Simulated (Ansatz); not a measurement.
MnGePd in space group P-62m (No. 189; Ge on 2c, Ge on 1b, Pd on 3f, Mn on 3g), the program Ansatz at the r²SCAN level (PAW), all energies at zero smearing, with the estimated change up to a 700 eV cutoff added, with one set of potentials and settings (totals compare only within such a set). Cell of 9 atoms (3 Ge, 3 Pd, 3 Mn): -45581.623 eV.

```json
[
 {"element": "Ge", "reference phase": "Fd-3m, 2 atoms in the cell", "E (eV/atom)": "-4302.9041"},
 {"element": "Pd", "reference phase": "Fm-3m, 1 atoms in the cell", "E (eV/atom)": "-6985.7456"},
 {"element": "Mn", "reference phase": "Cmcm, 4 atoms in the cell, spin-polarised", "E (eV/atom)": "-3904.0010"}
]
```

Formation energy per atom, worked out: (-45581.623 − 3×(-4302.9041) − 3×(-6985.7456) − 3×(-3904.0010))/9 = -0.408 eV/atom (-39 kJ per mol of atoms), at 0 K, without zero-point energy or fitted corrections.

The workflow started from an entry of the Crystallography Open Database (COD). Its standing as an ambient phase is unchecked. The cell was relaxed with r²SCAN under the symmetry of its start; its stability against distortions is not shown here. Magnetic state: ferromagnetic, chosen from 3 collinear starts compared on coarse meshes (ties went to the first, and starts can fall back to one state), not a proven ground state. Other orbital occupations within this spin state were not tried. The references are the lowest solids computed at this level, not always the standard phases. The manganese reference at this level is a Cmcm phase, not α-Mn.

Potentials: the later of the program's two PAW sets.
